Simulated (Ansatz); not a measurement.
Relaxed-ion elastic tensor of CaO in space group P6_3/mmc (No. 194; Ca on 2d, O on 2c) in GPa (Voigt order), r²SCAN (plane waves, PAW; program Ansatz); density 2.84 g/cm³, 16.37 Å³ per atom.

```
 125  96.5  50.0   0.0   0.0   0.0
96.5   125  50.0   0.0   0.0   0.0
50.0  50.0   207   0.0   0.0   0.0
 0.0   0.0   0.0  63.7   0.0   0.0
 0.0   0.0   0.0   0.0  63.7   0.0
 0.0   0.0   0.0   0.0   0.0  14.1
```

**Question.** Is the crystal mechanically stable?

**Answer.** Yes: the smallest eigenvalue of C is 14.1 GPa.

**Question.** Work out the Voigt, Reuss and Hill averages.

**Answer.** K_V = 94.3, K_R = 93.7, K_H = 94.0; G_V = 45.6, G_R = 26.6, G_H = 36.1 GPa.

**Question.** Give Young's modulus, Poisson's ratio, Pugh's ratio and the universal anisotropy index.

**Answer.** E = 9KG/(3K + G) = 96.0 GPa; ν = 0.33; K/G = 2.60 (ductile by the Pugh limit of 1.75); A_U = 5G_V/G_R + K_V/K_R − 6 = 3.56.

**Question.** Estimate the sound speeds and the Debye temperature.

**Answer.** v_l = √((K + 4G/3)/ρ) = 7070 m/s, v_t = √(G/ρ) = 3560 m/s, mean 4000 m/s; Θ = (h/k)(3n/4πV)^(1/3) v_m = 468 K.

**Question.** Solve the Christoffel equation for the three sound speeds along x, y, z.

**Answer.** Eigenvalues of C_ijkl n_j n_l equal ρv². In km/s, slowest first: x 2.22, 4.73, 6.62; y 2.22, 4.73, 6.62; z 4.73, 4.73, 8.52.

**Question.** How much does each axis shrink under pressure?

**Answer.** Linear compressibilities β_i = Σ_j S_ij (j = 1 to 3): x 3.9, y 3.9, z 3.0 per TPa.

The first step of the workflow began from a Materials Project structure, measured or hypothetical; the Crystallography Open Database copy checked does not list it. It is not the phase usual at ambient conditions (space group No. 225). Symmetry was held in the r²SCAN relaxation; of distortions, only those at the zone centre were tested.

Potentials: the later of the program's two PAW sets.
